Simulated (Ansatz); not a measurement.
Yb (fcc, Cu type)

```
CELL_PARAMETERS angstrom
      0.00000     2.61133     2.61133
      2.61133     0.00000     2.61133
      2.61133     2.61133     0.00000
ATOMIC_POSITIONS crystal
  Yb 0.00000 0.00000 0.00000
```

The slice is a {110} plane (indices of the conventional cell) through the point (0.000, 0.000, 0.000) (fractional), spanned by u = [100] and v = [1 -1 -1] in vectors of this cell: u (3.69 Å) and v (5.22 Å, at 90° to u). It covers one period; positions are fractions (u, v).

All values below come from PBE (plane waves to 420 eV, PAW, scalar-relativistic; Ansatz, a quantum-chemistry and plane-wave program). k mesh 15×15×15. Near the nuclei the fields are pseudised (PAW); where an atom keeps semicore shells as valence, they peak there. The PAW data are Ansatz's earlier set. The relaxed volume of Yb is well below the measured one. Yb is run without spin polarisation. Yb was relaxed with its symmetry unable to fall. The filling of the f shell was not checked against other fillings, so treat energies with care.

What is the ELF at the midpoint of the shortest Yb–Yb line in this plane (3.69 Å)?

0.2.

What is the valence density on the shortest Yb–Yb line in this plane (3.69 Å), at its midpoint?

0.08 e/Å³.

Sketch the valence electron density on this plane as a map.


```
|9988775544221100000000112244557788|
|8877665533110000000000001133556677|
|6655553322110000000000001122335555|
|4444332211000000000000000011223344|
|2222111100000000000000000000111122|
|1111000000000000000000000000000011|
|0000000000000000000000000000000000|
|0000000000000000000000000000000000|
|0000000000000000000000000000000000|
|0000000000000000000000000000000000|
|0000000000000000000000000000000000|
|0000000000000000000000000000000000|
|0000000000000000000000000000000000|
|0000000000000000000000000000000000|
|0000000000000000000000000000000000|
|0000000000000000000000000000000000|
|0000000000000000000000000000000000|
|1111000000000000000000000000000011|
|2222111100000000000000000000111122|
|4444332211000000000000000011223344|
|6655553322110000000000001122335555|
|8877665533110000000000001133556677|
|9988775544221100000000112244557788|
|9999886644221100000000112244668899|
```
Scale: ten equal steps from -1.17 (start of '0') to 1.73 (end of '9'), in the order '0123456789'. Values: log₁₀ of the valence density in e/Å³. The map has 17 points along u (two characters each, u = 0 at the left) and 24 along v (v = 0 in the bottom row). The scale is logarithmic, as a density can span decades between atoms and voids.
